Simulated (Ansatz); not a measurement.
Hf (hcp, Mg type)

```
CELL_PARAMETERS angstrom
      3.20412     0.00000     0.00000
     -1.60206     2.77485     0.00000
      0.00000     0.00000     5.06894
ATOMIC_POSITIONS crystal
  Hf 0.33333 0.66667 0.75000
  Hf 0.66667 0.33333 0.25000
```

In this cell atom 1 (Hf, nearest neighbour Hf at 3.138 Å; its periodic images, 3.2 Å or more away, move with it) is moved by s towards the nearest neighbour, unit vector (-0.511, -0.295, -0.808); all other atoms and the cell stay fixed.

These are PBE (plane waves to 420 eV, PAW, scalar-relativistic; Ansatz, a program for electronic structure) values and carry that method's errors. k mesh 13×13×8 (Γ-centred), Fermi-Dirac smearing 0.05 eV. E stands for the smeared free energy. With partly filled bands, energies and forces of such displacements shift with the k mesh and the smearing. Hf is run without spin polarisation. Hf was relaxed with its symmetry unable to fall. Spin-orbit coupling is left out, though Hf is heavy. The PAW data are Ansatz's earlier set. ΔE is measured from the undisplaced structure. The last digit holds for this mesh only.

```csv
s (Å),ΔE (meV/cell)
-0.310,183.4
-0.248,109.4
-0.186,57.0
-0.124,23.3
-0.062,5.3
0.000,0.0
0.062,5.3
0.124,23.6
0.186,withheld
0.248,111.0
0.310,186.0
```

**Question.** Fit a polynomial form (powers 2, 3, 4) to the given rows and predict ΔE at s = 0.186.

**Answer.** Least squares on the 10 given rows: ΔE = (1519)·s² + (46.48)·s³ + (4219)·s⁴, in meV/cell with s in Å; root-mean-square residual 0.63 meV/cell. At 0.186 the fit gives 57.9 meV/cell; the calculation gives 57.8 meV/cell, so the interpolation is off by 0.1 (+0.2 %). The quadratic term alone would give 52.6 meV/cell.

(For displaced atoms, the force is minus the slope of the energy, and its curvature is a force constant, which sets phonon frequencies.)
